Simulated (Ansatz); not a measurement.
A geometry of Ta away from equilibrium: the start of the relaxation of a relaxed Ta cell, doubled along one cell vector, shaken by Gaussian noise of σ = 0.08 Å a coordinate. The numbers are results of r2SCAN (plane waves to 500 eV, PAW, scalar-relativistic; Ansatz, a program for electronic structure), not measurements. Γ-centred k-mesh 14×7×14 on the run's cell (coarser than for final values), Fermi–Dirac smearing 0.05 eV.

```xyz
2
Lattice="-1.6525 1.6525 1.6525 3.3051 -3.3051 3.3051 1.6525 1.6525 -1.6525" Properties=species:S:1:pos:R:3 pbc="T T T"
Ta     0.0797    -0.0555     0.0398
Ta     1.6161    -1.6851     1.7892
```

Problem. Which atoms carry the largest force, and which way does it point?

Solution. 0.51 eV/Å, on Ta1, Ta2 (atoms numbered as listed); on Ta1 its components are (-0.40, 0.17, 0.27).

Problem. What is the pressure?

Solution. 0.0 GPa, compression positive.

Problem. How far above the relaxed end point is this geometry?

Solution. 0.02 eV/atom; the path ends in Im-3m (No. 229) (bcc (W type)).

No spin polarisation in the result.

The run could not lose the symmetry of its start.
